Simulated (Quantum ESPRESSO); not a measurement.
One change at a time to Hf3MoPtTi3

Calculated results; nothing here was measured. They come from Quantum ESPRESSO 7.5, a public plane-wave density functional program. Each row is one single-point run on a made-up periodic cell of eight metal atoms, with elements, volume, strain and displacements drawn at random and not relaxed, so a cell may be unstable or far from any real phase. There is no spin polarisation or spin-orbit coupling.

Settings: PBE unless stated; PseudoDojo standard norm-conserving files; Fermi-Dirac width 0.25 eV, which means electrons at about 2900 K; cutoff 1197 eV; 8 x 4 x 3 k mesh shifted half a step off Gamma. E is the free energy of the whole cell (internal energy minus TS), so a -TS column is already part of it. Stress is positive in tension, and the pressure P is minus a third of its trace.

Checks: one run of this series was repeated at a higher cutoff and on a denser mesh, which moved values by no more than 0.004 eV, 0.06 GPa and 0.014 eV/Å, and a second program with other atomic files agreed on it to 2 % rms in force and 0.5 GPa in pressure. Known limits: heavy elements are run without spin-orbit coupling, which real alloys of them have; a spin test at this wide smearing found no moment, but such smearing suppresses magnetism that the real alloy may have.

The lattice is face-centred cubic, and the cell vectors in Å are (0.000, -2.068, -2.068); (-6.205, -2.068, 0.000); (-2.068, 4.137, -6.205), a volume of 141.57 Å³ in run 1. The elements on sites 1 to 8 are Ti Mo Pt Hf Ti Hf Ti Hf. Each later run makes one change to run 1 and keeps the rest. E is counted from run 1, and is n/a where other atomic files have another zero of energy.

```
run                           change  V (Å³)  P (GPa)  -TS (eV)  rms force (eV/Å)  largest change of a force component (eV/Å)  E (eV)
  1                             none  141.57     8.74    -2.180             0.475                                       0.000   0.000
  2          sites 3 and 8 exchanged  141.57     8.91    -2.127             0.692                                       1.802   0.115
  3    all lengths scaled by -0.79 %  138.25    12.70    -2.132             0.481                                       0.063   0.222
  4           PBEsol in place of PBE  141.57     2.87    -2.183             0.471                                       0.098     n/a
  5                     Rh on site 1  141.57     4.29    -2.059             0.610                                       1.149     n/a
  6  site 5 moved by -0.23 Å along y  141.57     8.77    -2.192             0.514                                       0.946       ?
```

## Worked estimate

Along the move dE = -F dx. The force on site 5 along y is -0.380 eV/Å in run 1 and 0.566 eV/Å in run 6, and the move is -0.23 Å, so the mean force times the move gives an estimate.

## Withheld value

Question: what E should run 6 give?

The estimate is 0.021 eV. The calculation gave 0.020 eV.
